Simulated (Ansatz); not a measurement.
Property card for Sr

Sr:
```
Sr
1.0
    4.09847     0.00000     0.00000
   -2.04923     3.54938     0.00000
    0.00000     0.00000     6.71229
Sr
2
Direct
  0.33333   0.66667   0.25000
  0.66667   0.33333   0.75000
```

Space group P6_3/mmc (No. 194), hcp (Mg type); conventional cell a = b = 4.0985 Å, c = 6.7123 Å, α = β = 90.00°, γ = 120.00°.

Method: DFT-LDA in the program Ansatz with PAW potentials. Geometry: relaxed at this level of theory. Other levels are named where they apply.

Cell and energy:

```
Property             Result
---------------  ----------
Volume per atom    48.82 Å³
Density          2.98 g/cm³
```

Electronic structure:

```
Property                                                                     Value
------------------------------------  --------------------------------------------
Electronic character                                             metallic (no gap)
Density of states at the Fermi level  0.95 states/eV per atom (mean over ±0.08 eV)
```

Mechanics:

```
Property                                                                                         Value
--------------------------------------------  --------------------------------------------------------
Bulk modulus (Birch–Murnaghan fit)                                                            13.0 GPa
Pressure derivative B′                                                                             2.9
Elastic constants (relaxed ions, GPa)         C11 = 22.0, C12 = 12.0, C13 = 4.6, C33 = 32.5, C44 = 6.7
Mechanical stability                                            stable (all eigenvalues of C positive)
Hill bulk and shear moduli                                                            13.2 and 6.9 GPa
Young's modulus                                                                               17.6 GPa
Poisson's ratio                                                                                   0.28
Debye temperature from the elastic constants                                                     138 K
```

Phonons:

```
Property                                       Result
-----------------------------  ----------------------
Highest zone-centre frequency               102 cm^-1
Zone-centre stability          no imaginary mode at Γ
```

The first step of the workflow began from a Materials Project structure, measured or hypothetical; the Crystallography Open Database files this formula in space group No. 194, but the cells were not matched. It is not the phase usual at ambient conditions (space group No. 225). The LDA relaxation kept the symmetry of its start. As this level gives no gap, shear constants depend on the k-mesh and smearing (Fermi–Dirac, 0.1 eV here). As this level gives no gap, phonon frequencies hold no LO–TO term and depend on the k-mesh and smearing (Fermi–Dirac, 0.1 eV here). Axis ratios of metals converge slowly with the k-mesh, so a and c are less sure than the volume. Scalar-relativistic: spin–orbit coupling is off unless named, which matters more the heavier the elements.

Potentials: the later of the program's two PAW sets.
